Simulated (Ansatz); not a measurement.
BN:
```
BN
1.0
    2.48893     0.00000     0.00000
   -1.24447     2.15548     0.00000
    0.00000     0.00000     6.49268
B N
2 2
Direct
  0.33333   0.66667   0.25000
  0.66667   0.33333   0.75000
  0.33333   0.66667   0.75000
  0.66667   0.33333   0.25000
```

Relaxed with LDA. Special points in fractions of this cell's reciprocal vectors: Γ (0.000, 0.000, 0.000); M (0.500, 0.000, 0.000); K (0.333, 0.333, 0.000); A (0.000, 0.000, 0.500); L (0.500, 0.000, 0.500); H (0.333, 0.333, 0.500).

List the band energies nearest the valence-band maximum at these points for DFT-LDA in the program Ansatz with PAW potentials.

In eV from the valence-band maximum; about four levels below and three above (degenerate sets whole), none deeper than 8.9 eV; points with the same levels are listed once.

| k | below | above |
|---|---|---|
| Γ | -1.37 -1.37 -1.33 -1.33 | 5.05 10.31 11.54 11.54 |
| M | -4.25 -4.17 -1.63 -0.46 | 4.03 5.62 9.61 |
| K | -7.12 -7.12 -0.17 -0.17 | 4.76 4.76 10.31 |
| A | -1.35 -1.35 -1.35 -1.35 | 7.60 7.60 11.61 11.61 11.61 11.61 |
| L | -4.21 -4.21 -1.01 -1.01 | 4.54 4.54 10.06 10.06 |
| H | -7.13 -7.13 -0.06 -0.06 | 4.48 4.48 11.61 11.61 |

Space group P6_3/mmc. The LDA relaxation kept the symmetry of its start; phonons on a q-mesh show no instability. A crystal of weakly bound layers computed without a dispersion correction: the cell and the soft elastic constants depend strongly on that.

Potentials: the later of the program's two PAW sets.
